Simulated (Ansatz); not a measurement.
**A plane-wave run on Ba2CaOsI6**

input.yaml (Ansatz 0.2.0)

```yaml
crystal:
  lattice:
    - [0.0, 5.622593, 5.622593]
    - [5.622593, 0.0, 5.622593]
    - [5.622593, 5.622593, 0.0]
  atoms:
    - { symbol: Ba, position: [0.25, 0.25, 0.25] }
    - { symbol: Ba, position: [0.75, 0.75, 0.75] }
    - { symbol: Ca, position: [0.5, 0.5, 0.5] }
    - { symbol: Os, position: [0.0, 0.0, 0.0] }
    - { symbol: I, position: [0.767, 0.233, 0.233] }
    - { symbol: I, position: [0.233, 0.767, 0.233] }
    - { symbol: I, position: [0.233, 0.767, 0.767] }
    - { symbol: I, position: [0.767, 0.233, 0.767] }
    - { symbol: I, position: [0.233, 0.233, 0.767] }
    - { symbol: I, position: [0.767, 0.767, 0.233] }
  symmetry: { tolerance: 0.0003 }
kpoints:
  mp_grid: { grid: [4, 4, 4], shift: [0, 0, 0] }
  band_path:
    path:
      - [0.375, 0.375, 0.75]
      - [0.0, 0.0, 0.0]
      - [0.5, 0.5, 0.5]
      - [0.5, 0.25, 0.75]
      - [0.5, 0.0, 0.5]
    npoints: 13
magnetization:
  spin_polarized: false
scf:
  occupations: { method: gaussian, width: 0.0138 }
  lower_state_search: "off"
  max_iter: 200
hamiltonian:
  pseudopotentials: { kind: paw }
  xc: pbe
basis:
  ecutwfc: 420
  fft_grid_basis: typed
output:
  forces: true
  stress: true
  eigenvalues: true
  bader: true
  populations: true
  elf: true
  write_potential: true
  volumetric_format: npy
  dos:
    e_range: [-12, 8]
    de: 0.05
    projected: { site_lists: { Ba: [Ba], Ca: [Ca], I: [I], Os: [Os] } }
checkpoint:
  read: saved_state
```

The run starts from an earlier solution of this cell. 

Excerpt of what it printed:

```
Free energy (F): -70184.8871 eV
Harris-Foulkes:  -70184.8871 eV  (|F-HF|=6.52e-8)
Internal energy: -70184.8830 eV  (E = F + TS)
E sigma→0 (E₀):  -70184.8851 eV
Entropy (-TS):   -0.0042 eV (-0.420 meV/atom)
Fermi energy:    10.4729 eV
--- Per-component energies (eV) ---
  E_band       = -2638.4518
  E_kinetic    = 2327.9159
  E_local      = -16762.1378  (includes V_loc(G=0)·N_el)
  E_nonlocal   = -366.4445
  E_hartree    = 8259.4235
  E_xc         = -1513.0712
  E_vxc        = -1504.5723  (∫ρ·V_xc dr)
  E_paw        = -49223.7982  (= ΣΔE_a)
  E_vpaw       = -2852.0417  (= ΣTr[D̂ρ^β])
  E_aug_tail   =  0.0000  (compensation charges beyond the density's cutoff)
  E_ewald      = -12906.7706
  E_smearing   = -0.0042  (= −TS)
--- Forces (eV/Å), atoms counted from 1 ---
  atom   1  Ba     0.0000     0.0000     0.0000
  atom   2  Ba     0.0000     0.0000     0.0000
  atom   3  Ca     0.0000     0.0000     0.0000
  atom   4  Os     0.0000     0.0000     0.0000
  atom   5  I      0.9027     0.0000     0.0000
  atom   6  I      0.0000     0.9027     0.0000
  atom   7  I     -0.9027     0.0000     0.0000
  atom   8  I      0.0000    -0.9027     0.0000
  atom   9  I      0.0000     0.0000     0.9027
  atom  10  I      0.0000     0.0000    -0.9027
--- Stress (GPa, compression-positive) ---
        3.6233       0.0000       0.0000
        0.0000       3.6233       0.0000
        0.0000       0.0000       3.6233
  P = ⅓ Tr σ = 3.6233 GPa (36.233 kbar)
--- Löwdin populations: 10 sites ---
  site symbol       q [e]
     0     Ba      8.4474
     1     Ba      8.4474
     2     Ca      8.5631
     3     Os     16.2336
     4      I     17.4056
     5      I     17.4056
     6      I     17.4056
     7      I     17.4056
     8      I     17.4056
     9      I     17.4056
  spilling = 0.0127 (of n_electrons = 148.0000)
--- Bader charges: 10 sites ---
  site symbol  charge [e]  shift [e]
     0     Ba      1.4210     0.0000
     1     Ba      1.4210     0.0000
     2     Ca      1.3256     0.0003
     3     Os     -0.0542     0.0020
     4      I     -0.6856     0.0003
     5      I     -0.6856     0.0003
     6      I     -0.6856     0.0003
     7      I     -0.6856     0.0003
     8      I     -0.6856     0.0003
     9      I     -0.6856     0.0003
```

Total energies depend on the potentials used, so only differences within one code and one set of settings carry meaning.

Origin: a known structure type with other elements, at an estimated volume, so it need not be a known compound.
